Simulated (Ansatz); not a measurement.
Sc5Pb3:
```
Sc5Pb3
1.0
    8.50893     0.00000     0.00000
   -4.25447     7.36895     0.00000
    0.00000     0.00000     6.18818
Sc Pb
10 6
Direct
  0.33333   0.66667   0.00000
  0.66667   0.33333   0.00000
  0.66667   0.33333   0.50000
  0.33333   0.66667   0.50000
  0.23607   0.00000   0.25000
  0.76393   0.00000   0.75000
  0.23607   0.23607   0.75000
  0.76393   0.76393   0.25000
  0.00000   0.23607   0.25000
  0.00000   0.76393   0.75000
  0.60725   0.00000   0.25000
  0.39275   0.00000   0.75000
  0.60725   0.60725   0.75000
  0.39275   0.39275   0.25000
  0.00000   0.60725   0.25000
  0.00000   0.39275   0.75000
```

Relaxed with r²SCAN. Special points in fractions of this cell's reciprocal vectors: Γ (0.000, 0.000, 0.000); M (0.500, 0.000, 0.000); K (0.333, 0.333, 0.000); A (0.000, 0.000, 0.500); L (0.500, 0.000, 0.500); H (0.333, 0.333, 0.500).

**Question.** List the band energies nearest the Fermi level at these points for DFT-r²SCAN in the program Ansatz with PAW potentials.

**Answer.** In eV from the Fermi level; about four levels below and three above (degenerate sets whole), none deeper than 8.9 eV; points with the same levels are listed once.

| k | below | above |
|---|---|---|
| Γ | -0.26 -0.23 -0.23 -0.03 | 0.23 0.43 0.43 |
| M | -0.75 -0.65 -0.36 -0.35 | 0.12 0.26 0.26 |
| K | -0.82 -0.82 -0.27 -0.17 -0.17 | 0.30 0.32 0.32 |
| A | -0.01 -0.01 -0.01 -0.01 | 0.80 0.80 0.87 0.87 |
| L | -0.71 -0.71 -0.49 -0.49 | 0.20 0.20 0.49 0.49 |
| H | -0.89 -0.89 -0.40 -0.40 | 0.35 0.35 0.35 0.35 |

Space group P6_3/mcm. The first step of the workflow began from a Materials Project structure, measured or hypothetical; the Crystallography Open Database files this formula in space group No. 193, but the cells were not matched. Its standing as an ambient phase is unchecked. The r²SCAN relaxation kept the symmetry of its start; its stability against distortions is not shown here. The run is not spin-polarised. Spin–orbit coupling is left out wherever it is not named.

Potentials: the later of the program's two PAW sets.
